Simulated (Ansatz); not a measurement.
B$_{2}$O$_{3}$:
```xyz
15
Lattice="4.3444 0.0000 0.0000 -2.1722 3.7623 0.0000 0.0000 0.0000 8.3903" Properties=species:S:1:pos:R:3 pbc="T T T"
B      2.0370     2.2673     6.5050
B      1.3623     0.6305     0.9115
B      3.1172     0.8646     3.7082
B      0.9450     2.8978     1.8853
B     -0.1351     1.4950     7.4789
B     -0.8099     3.1319     4.6821
O     -0.5607     2.0538     3.8760
O      0.6739     2.2498     6.6728
O     -0.1132     3.2210     1.0792
O      2.0590     0.5413     4.5143
O      1.6115     1.7085     1.7175
O      2.8461     1.5125     7.3111
O     -1.8251     3.1612     5.5935
O      0.3471     0.6011     0.0000
O      3.6503     0.0000     2.7968
```

Relaxed with r²SCAN. Independent-particle spectrum: no excitons, no local fields, no scissors shift; 0.1 eV broadening; ε₁ of the summed bands alone.

Question: Tabulate the dielectric function from the program Ansatz at the r²SCAN level (PAW).

Answer: 

| E (eV) | ε₁ xx | ε₂ xx | ε₁ zz | ε₂ zz |
|---|---|---|---|---|
| 0.0 | 2.59 | 0.00 | 2.48 | 0.00 |
| 0.4 | 2.59 | 0.00 | 2.48 | 0.00 |
| 0.8 | 2.60 | 0.00 | 2.48 | 0.00 |
| 1.2 | 2.61 | 0.00 | 2.49 | 0.00 |
| 1.6 | 2.62 | 0.00 | 2.50 | 0.00 |
| 2.0 | 2.64 | 0.00 | 2.52 | 0.00 |
| 2.4 | 2.66 | 0.00 | 2.54 | 0.00 |
| 2.8 | 2.69 | 0.00 | 2.57 | 0.00 |
| 3.2 | 2.72 | 0.00 | 2.60 | 0.00 |
| 3.6 | 2.76 | 0.00 | 2.63 | 0.00 |
| 4.0 | 2.81 | 0.00 | 2.68 | 0.00 |
| 4.4 | 2.87 | 0.00 | 2.73 | 0.00 |
| 4.8 | 2.94 | 0.00 | 2.79 | 0.00 |
| 5.2 | 3.03 | 0.00 | 2.88 | 0.00 |
| 5.6 | 3.14 | 0.00 | 2.98 | 0.00 |
| 6.0 | 3.28 | 0.00 | 3.11 | 0.00 |
| 6.4 | 3.48 | 0.00 | 3.29 | 0.00 |
| 6.8 | 3.77 | 0.00 | 3.56 | 0.00 |
| 7.2 | 4.29 | 0.00 | 4.09 | 0.00 |
| 7.6 | 5.96 | 0.33 | 6.18 | 1.67 |
| 8.0 | 4.73 | 3.59 | 3.21 | 2.05 |
| 8.4 | 3.01 | 3.00 | 3.25 | 1.94 |
| 8.8 | 2.59 | 3.05 | 3.02 | 2.08 |
| 9.2 | 1.74 | 2.41 | 2.74 | 1.85 |
| 9.6 | 2.24 | 1.92 | 2.70 | 2.25 |
| 10.0 | 2.16 | 1.85 | 2.25 | 1.72 |
| 10.4 | 2.30 | 2.12 | 2.49 | 2.17 |
| 10.8 | 2.13 | 2.41 | 2.96 | 2.41 |
| 11.2 | 1.99 | 1.90 | 2.11 | 2.38 |
| 11.6 | 1.62 | 2.05 | 1.64 | 2.96 |
| 12.0 | 1.71 | 1.84 | 1.14 | 1.72 |

Question: From ε at 7.8 eV (xx: 6.36 + 2.72i), find n, k, the normal reflectivity and the absorption coefficient.

Answer: n = 2.58, k = 0.528, R = 21 %, α = 2kE/ħc = 420000 cm⁻¹.

With all bands, ε∞ without local fields is 2.79 (xx = yy), 2.70 (zz). DFPT, with local fields, gives 2.71 (xx = yy), 2.65 (zz).

Space group P3_121. The workflow started from a Materials Project entry (that database holds measured and hypothetical structures alike); the Crystallography Open Database files this formula in space group No. 152, but the cells were not matched. Its standing as an ambient phase is unchecked. The r²SCAN relaxation kept the symmetry of its start; whether a distortion lowers the energy is not shown.

Potentials: the later of the program's two PAW sets.
